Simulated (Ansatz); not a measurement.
Consider a crystal of Na4F in space group Im-3m (No. 229), with Na on 8c; F on 2a.

All numbers below come from DFT PBE, scalar-relativistic, plane waves, PAW in Ansatz. Cutoff 420 eV, Γ-centred mesh, Gaussian smearing, no spin polarisation.

Formation energies are uncorrected and refer to the elements' standard structures at the same level (F₂ as a molecule).

Q: Predict the relaxed structure.

A:

Space group Im-3m (No. 229). a = 6.349 Å, b = 6.349 Å, c = 6.349 Å, α = 90.00°, β = 90.00°, γ = 90.00°
```csv
atom,site,symmetry,x,y,z
Na,8c,.-3m,0.2500,0.2500,0.2500
F,2a,m-3m,0.0000,0.0000,0.0000
```

Around Na lie 2 F at 2.75 Å and 6 Na at 3.17 Å; around F lie 8 Na at 2.75 Å.

Q: And its energy and gap?

A: The energy over the elements is −0.80 eV/atom and the gap on the 8×8×8 mesh of the 5-atom cell is 0 eV (a metal). It lies below the elements, which doesn't yet make it stable against other compounds or structures.

The last run used Gaussian smearing of 0.10 eV. Symmetry constrained the relaxation, so the result can be a saddle point.
